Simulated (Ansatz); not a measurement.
CuI: from a starting cell to a relaxed one

The start is a relaxed CuI cell deformed by the Cartesian strain tensor (xx, yy, zz, yz, xz, xy) = (-0.082, 0.099, 0.015, -0.076, -0.002, 0.082). The cell and all atomic positions are relaxed at zero pressure with PBE (plane waves to 420 eV, PAW, scalar-relativistic; Ansatz, an electronic-structure program). The first steps use a coarse 7×7×6 k-mesh.

The start:
```
CuI
1.0
    0.24007     3.10880     2.85353
    2.78212     0.01671     3.07689
    3.03739     3.58743    -0.23855
I Cu
1 1
Direct
  0.75000   0.75000   0.75000
  0.00000   0.00000   0.00000
```

Q: How large is the pressure on the unrelaxed cell, and of which sign?

A: +2.1 GPa (positive: the cell is compressed).

Q: How do the shortest distances between atoms change?

A: The closest pairs of elements (up to four, under 3.6 Å), start → end: Cu–I 2.39 → 2.63 Å.

Relaxed structure:

```cif
data_Cu4I4
_chemical_formula_sum 'I4 Cu4'
_space_group_name_H-M_alt 'F-43m'
_space_group_IT_number 216
_space_group_name_Hall 'F -4 2 3'
_cell_length_a 6.07792
_cell_length_b 6.07792
_cell_length_c 6.07792
_cell_angle_alpha 90.000
_cell_angle_beta 90.000
_cell_angle_gamma 90.000
loop_
_atom_site_label
_atom_site_type_symbol
_atom_site_symmetry_multiplicity
_atom_site_Wyckoff_symbol
_atom_site_fract_x
_atom_site_fract_y
_atom_site_fract_z
_atom_site_occupancy
I1 I 4 d 0.75000 0.75000 0.75000 1
Cu1 Cu 4 a 0.00000 0.00000 0.00000 1
```
(The calculation used a cell of 2 atoms; values per cell refer to that cell.)

Final values are on a 9×9×9 k-mesh of the relaxed cell. No spin polarisation in the result.
